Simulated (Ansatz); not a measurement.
Data:

La$_{2}$Bi:
```xyz
6
Lattice="-2.3525 2.3525 9.3147 2.3525 -2.3525 9.3147 2.3525 2.3525 -9.3147" Properties=species:S:1:pos:R:3 pbc="T T T"
La     2.3525     0.0000     0.0000
La     0.0000     2.3525     0.0000
La     0.0000     0.0000    12.6481
La     0.0000     0.0000     5.9813
Bi     0.0000     0.0000    16.0454
Bi     0.0000     0.0000     2.5840
```

This is the r²SCAN-relaxed structure.

Task: All from the program Ansatz at the r²SCAN level (PAW), unless another level is named. Give the density of states at the Fermi level.

Result: 1.3 states/eV per atom (mean over ±0.08 eV).

Task: Give the formation energy from the elements (no fitted shifts).

Result: -0.91 eV/atom.

Space group I4/mmm. The first step of the workflow began from a Materials Project structure, measured or hypothetical; the Crystallography Open Database copy checked does not list it. Whether it is the stable phase at ambient conditions was not checked. The r²SCAN relaxation kept the symmetry of its start; whether a distortion lowers the energy is not shown. The references are the lowest solids computed at this level, not always the standard phases. Scalar-relativistic: spin–orbit coupling is off unless named, which matters more the heavier the elements.

Potentials: the later of the program's two PAW sets.
